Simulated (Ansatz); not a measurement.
**BeZn₃Te₄: rattling a relaxed structure**

The cell was found from a structure generator's guess, not taken from experiment.

All numbers below come from Ansatz 0.2.0, DFT PBE, scalar-relativistic, plane waves, PAW. Cutoff 420 eV; k points 6×6×6 on the computed 8-atom cell (Γ-centred); Gaussian smearing, width 0.02 eV; no spin polarisation.

The cell below (8 atoms, space group I-42m (No. 121)) is relaxed within its symmetry.

```yaml
crystal:
  lattice:
    - [-3.02502, 3.02502, 6.03793]
    - [3.02502, -3.02502, 6.03793]
    - [3.02502, 3.02502, -6.03793]
  atoms:
    - { symbol: Be, position: [0.50000, 0.50000, 0.00000] }
    - { symbol: Zn, position: [0.00000, 0.00000, 0.00000] }
    - { symbol: Zn, position: [0.25000, 0.75000, 0.50000] }
    - { symbol: Zn, position: [0.75000, 0.25000, 0.50000] }
    - { symbol: Te, position: [0.85449, 0.85449, 0.47071] }
    - { symbol: Te, position: [0.38377, 0.38377, 0.52929] }
    - { symbol: Te, position: [0.14551, 0.61623, 0.00000] }
    - { symbol: Te, position: [0.61623, 0.14551, 0.00000] }
```

For the test it was strained at random (σ = 1.5 % a component), the atoms were moved at random (σ = 0.05 Å), and all was relaxed again on a coarse 4×4×4 mesh (in the run’s order of axes) with 0.10 eV smearing, with no symmetry imposed.

Spin–orbit coupling, which can matter for Te, is left out.

Q: Is the structure stable against such a distortion?

A: It returns, within 1 meV/atom of the unmoved cell on that mesh and with the same symmetry when read at 0.1 Å. No instability shows in this cell; modes of other wave vectors, which need another repeat, aren't tested.
